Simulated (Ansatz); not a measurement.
Input and command of a plane-wave DFT calculation in Ansatz:

```yaml
crystal:
  lattice:
    - [0.0, 2.9072984396, 2.9072984396]
    - [2.9072984396, 0.0, 2.9072984396]
    - [2.9072984396, 2.9072984396, 0.0]
  atoms:
    - { symbol: Mg, position: [0.25, 0.25, 0.25] }
    - { symbol: Mg, position: [0.75, 0.75, 0.75] }
    - { symbol: V, position: [0.0, 0.0, 0.0], spin: 2.55 }
basis:
  ecutwfc: 420
kpoints:
  mp_grid: { grid: [6, 6, 6] }
hamiltonian:
  xc: pbe
scf:
  occupations: { method: gaussian, width: 0.1 }
  lower_state_search: "off"
output:
  forces: true
  stress: true
  eigenvalues: true
  populations: true
magnetization:
  spin_polarized: true
relax:
  adjacent_minimum: "off"
  f_tol: 0.04
  max_steps: 70
  cell: { stress_tol: 0.4 }
```

```bash
ansatz run input.yaml --threads 1 --pin off --max-ram 2560MiB --backend cpu --events-out ev --progress --plain --runs-dir out
```

Processor: Intel(R) Xeon(R) 6975P-C (Granite Rapids), 1 thread, on a host shared with other jobs.

Problem. How long does it run, and how much memory does it take?

Solution. About 12 s on 1 thread of Intel(R) Xeon(R) 6975P-C (Granite Rapids) (shared host), peak memory 0.39 GiB. It solves 22 bands at 16 k points (the mesh reduced by the symmetry that the task leaves, which can be less than the crystal's) with about 1459 plane waves (on the last cell), in 74 SCF iterations over 9 ionic steps.
